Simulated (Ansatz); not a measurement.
ZrCo6Ge6, a database entry at a rescaled volume

```yaml
crystal:
  lattice:
    - [2.56906, 4.44973, 0.00000]
    - [-2.56906, 4.44973, 0.00000]
    - [0.00000, 0.00000, 7.92697]
  atoms:
    - { symbol: Ge, position: [0.33330, 0.33340, 0.00000] }
    - { symbol: Ge, position: [0.66660, 0.66670, 0.00000] }
    - { symbol: Ge, position: [0.00000, 0.00000, 0.34180] }
    - { symbol: Ge, position: [0.00000, 0.00000, 0.65820] }
    - { symbol: Zr, position: [0.00000, 0.00000, 0.00000] }
    - { symbol: Co, position: [0.50000, 0.50000, 0.24910] }
    - { symbol: Co, position: [0.50000, 0.00000, 0.24910] }
    - { symbol: Co, position: [0.00000, 0.50000, 0.24910] }
    - { symbol: Co, position: [0.00000, 0.50000, 0.75090] }
    - { symbol: Co, position: [0.50000, 0.00000, 0.75090] }
    - { symbol: Co, position: [0.50000, 0.50000, 0.75090] }
    - { symbol: Ge, position: [0.33330, 0.33340, 0.50000] }
    - { symbol: Ge, position: [0.66660, 0.66670, 0.50000] }
```

Single point in Ansatz 0.2.0 with LDA, no spin polarisation. Cutoff 420 eV, PAW datasets, 8×8×5 Γ-centred k mesh, fermi-dirac filling (width 0.1 eV).

- Contacts: Ge–Co at 2.47 Å: least valence density 0.38 e/Å³ and ELF 0.38 there. Ge–Ge at 2.51 Å: least valence density 0.47 e/Å³ and ELF 0.79 there. Co–Co at 2.57 Å: least valence density 0.30 e/Å³ and ELF 0.30 there. These are pseudo-fields; inside the PAW spheres they differ from the all-electron ones.
- Stress: The pressure is -18.4 GPa (compression positive), so with the atoms held at these fractions the cell would first shrink. The principal stresses -21.5, -16.8, -16.8 GPa differ, so its shape would change too.
- Formation energy: -0.35 eV an atom against the elements' usual phases (free molecules for gases, crystals otherwise, with no correction for O₂ or N₂), so it is bound against them; other compounds may still compete. Relaxing would lower it.
- Electronic structure: It is a metal, with about 8.2 states/eV a cell as the mean within 0.25 eV of the Fermi level, mostly Co d (64 %), Ge p (16 %) and Zr d (14 %).
- Forces: The largest is on Ge3 (and as large on other atoms): 0.54 eV/Å, components (0.00, 0.00, -0.54). It makes 180° with the line to a nearest neighbour, Ge4 at 2.51 Å, pointing away from it.

Origin: a database entry at a rescaled volume. Caveats: no spin polarisation, so a magnetic state may lie lower; atoms or cell far from equilibrium.
